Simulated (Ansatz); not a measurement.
**Structure relaxation, Te**

The start is a relaxed Te cell displaced along its unstable phonon at q = (½, ½, ½) of its primitive reciprocal cell (62i cm⁻¹), largest move 0.15 Å. The cell and all atomic positions are relaxed at zero pressure with r2SCAN (plane waves to 500 eV, PAW, scalar-relativistic; Ansatz, a first-principles code). The first steps use a coarse 12×12×12 k-mesh.

Input geometry:
```
Te
1.0
   -3.84798     3.84798     3.84798
    0.00000     0.00000     3.84798
    0.00000     3.84798     0.00000
Te
2
Cartesian
  0.00000   0.00000  -0.15000
 -1.92399   5.77197   5.92197
```

By how much does the energy per atom fall from start to end?

0.25 eV/atom.

How does the volume change?

+34.3 %, from 28.49 to 38.27 Å³/atom.

Does it find its way back to the structure it was made from?

It does not go back: it reaches P4/nmm (No. 129), 0.27 eV/atom below the parent.

How do the shortest distances between atoms change?

The closest pairs of elements (up to four, under 3.6 Å), start → end: Te–Te 3.17 → 3.02 Å.

Is the relaxed structure metallic? Give its gap.

No gap (metallic).

Give the final cell and atomic positions.


```cif
data_Te2
_chemical_formula_sum 'Te2'
_space_group_name_H-M_alt 'P4/nmm :1'
_space_group_IT_number 129
_space_group_name_Hall 'P 4ab 2ab -1ab'
_cell_length_a 4.06995
_cell_length_b 4.06995
_cell_length_c 4.62081
_cell_angle_alpha 90.000
_cell_angle_beta 90.000
_cell_angle_gamma 90.000
loop_
_space_group_symop_operation_xyz
  'x, y, z'
  '-y+1/2, x+1/2, z'
  '-x, -y, z'
  'y+1/2, -x+1/2, z'
  'x+1/2, -y+1/2, -z'
  '-y, -x, -z'
  '-x+1/2, y+1/2, -z'
  'y, x, -z'
  '-x+1/2, -y+1/2, -z'
  'y, -x, -z'
  'x+1/2, y+1/2, -z'
  '-y, x, -z'
  '-x, y, z'
  'y+1/2, x+1/2, z'
  'x, -y, z'
  '-y+1/2, -x+1/2, z'
loop_
_atom_site_label
_atom_site_type_symbol
_atom_site_symmetry_multiplicity
_atom_site_Wyckoff_symbol
_atom_site_fract_x
_atom_site_fract_y
_atom_site_fract_z
_atom_site_occupancy
Te1 Te 2 c 0.00000 0.50000 0.40251 1
```

Final values are on a 12×12×10 k-mesh of the relaxed cell. No spin polarisation in the result.

The run could not lose the symmetry of its start, so the end can be a saddle point.

The relaxed structure here is a generated cell of Te: the first start was made by placing the elements on the sites of a structure type, and the end was not matched to a known phase here, so it may be hypothetical. Known forms of Te include space group No. 152.
